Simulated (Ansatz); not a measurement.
# Elastic constants of InSb (F-43m) under pressure

```yaml
crystal:
  lattice:
    - [0.00000, 3.26010, 3.26010]
    - [3.26010, 0.00000, 3.26010]
    - [3.26010, 3.26010, 0.00000]
  atoms:
    - { symbol: In, position: [0.00000, 0.00000, 0.00000] }
    - { symbol: Sb, position: [0.75000, 0.75000, 0.75000] }
```

This is the zero-pressure cell. At each pressure cell and atoms are relaxed in this structure, and the constants are slopes of the stress at strains of ±0.005 with relaxed ions (the coefficients that govern stability under load). Level: PBEsol, PAW on Ansatz 0.2.0's default frozen-core files (fitted under PBE), scalar-relativistic; k mesh 12×12×12, strains of ±0.005, Fermi-Dirac smearing of 0.100 eV, cutoff 420 eV. P is the pressure of the relaxed cell, less that of this one.

```
P (GPa)    V/V₀  C11 (GPa)  C12 (GPa)  C44 (GPa)
   0.00  1.0000       61.0       33.4       27.0
   0.99  0.9782       65.6       38.3       27.5
   2.02  0.9582       70.2       43.2       27.7
   4.02  0.9249       78.5       52.4       27.8
   7.00       ?          ?          ?          ?
  10.01  0.8523      101.5       79.1       25.9
  15.00  0.8092      118.8      100.5       22.4
```

Question: Does the bulk modulus from the constants agree with the pressure-volume curve?

Answer: A third-order Birch-Murnaghan fit to the volumes shown (F against f, f = [(V₀/V)^(2/3) − 1]/2) gives B₀ = 42.7 GPa and B′ = 4.8. Its −V dP/dV stands beside (C11 + 2C12)/3:

```csv
P (GPa),from P(V),from the constants
0.00,42.7,42.6
0.99,47.4,47.4
2.02,52.1,52.2
4.02,61.0,61.1
10.01,86.6,86.6
15.00,107.1,106.6
```

Question: What are the pressure derivatives at zero pressure?

Answer: Slopes at V₀ of quadratic fits in −ln(V/V₀) through the first four rows shown, divided by B₀: dC11/dP = 4.7, dC12/dP = 4.9, dC44/dP = 0.6. The mean slopes up to 2.0 GPa are 4.5, 4.8, 0.4; curvature and scatter of the constants part the two. The combination (dC11/dP + 2 dC12/dP)/3 = 4.9 stands against B′.

Question: Fill the row at 7.00 GPa.

Answer: Cubic fits in −ln(V/V₀) through all rows shown give C11 = 90.3, C12 = 65.9, C44 = 27.2 GPa. Computed: V/V₀ = 0.8849, C11 (GPa) = 90.2, C12 (GPa) = 65.8, C44 (GPa) = 27.2.

Question: Does a shear stiffness soften?

Answer: C44 goes from 27.0 to 22.4 GPa, through a maximum of 27.8 near 4 GPa; (C11 − C12)/2 goes from 13.8 to 9.1 GPa. C44 and (C11 − C12)/2 soften under pressure, though the lattice stays mechanically stable over this range.

Caveats: no other phase was computed; many crystals of this kind change structure within this range, and rows or crossings beyond such a change describe a metastable lattice; frozen-core PAW files fitted under PBE, their cores solved anew for the functional of the run; responses of metals move with mesh and smearing; the gap is closed or tiny at this level, so small that the run used smearing; responses move with mesh and smearing; phonons weren't checked at these pressures.
